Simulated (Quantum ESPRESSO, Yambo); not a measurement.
# Levels of theory for the gap of SrNiF6

SrNiF6 (space group R-3m, No. 166): one geometry, one set of norm-conserving LDA (Quantum ESPRESSO, 98 Ry, scalar-relativistic) orbitals, self-energies from Yambo (2×2×2 Γ-centred k mesh, bands 5 to 156 and a 7 Ry block in the screening, 156 bands in G with the Bruneval-Gonze terminator, plasmon pole fitted at 27.2 eV).

The geometry is that of Materials Project entry mp-555718, symmetrised and not relaxed again.

```
level                                                     gap F → Γ (eV)  direct gap at F (eV)                        rough Yambo cost
--------------------------------------------------------  --------------  --------------------  --------------------------------------
LDA (Quantum ESPRESSO)                                              1.14                  1.20                                       –
exchange only (Hartree-Fock self-energy on LDA orbitals)           14.85                 14.89                    about 1/5 (8 states)
static COHSEX@LDA                                                   5.02                  5.10       within a factor of two (3 states)
G0W0@LDA, plasmon pole                                              3.90                  3.95                            1 (8 states)
G0W0@LDA, multipole fit to 8 frequencies, no terminator             3.87                  3.93       within a factor of two (3 states)
G0W0@LDA, plasmon pole, no terminator                               3.91                  3.96  about 1/9 (3 states, screening reused)
```

Bare exchange has no screening and gives the widest gap; static COHSEX screens it but leaves out the frequency dependence, which G0W0 restores. All rows use the LDA edge points; in the exchange only run other k points give a smaller gap, 14.77 eV.

Costs are rough ratios of core time on shared machines.

Nearest settings tried, and what they do to the gap: 106 bands in G: +7 meV; 106 bands in W, 106 bands in G: +14 meV; 6 Ry block (177 vectors against 213): +55 meV. Not varied: mesh. So the settings aren't converged at that level. The k mesh is coarse.

The 3d shell has no Hubbard U; the runs are without spin polarisation, and magnetic order was not tried.
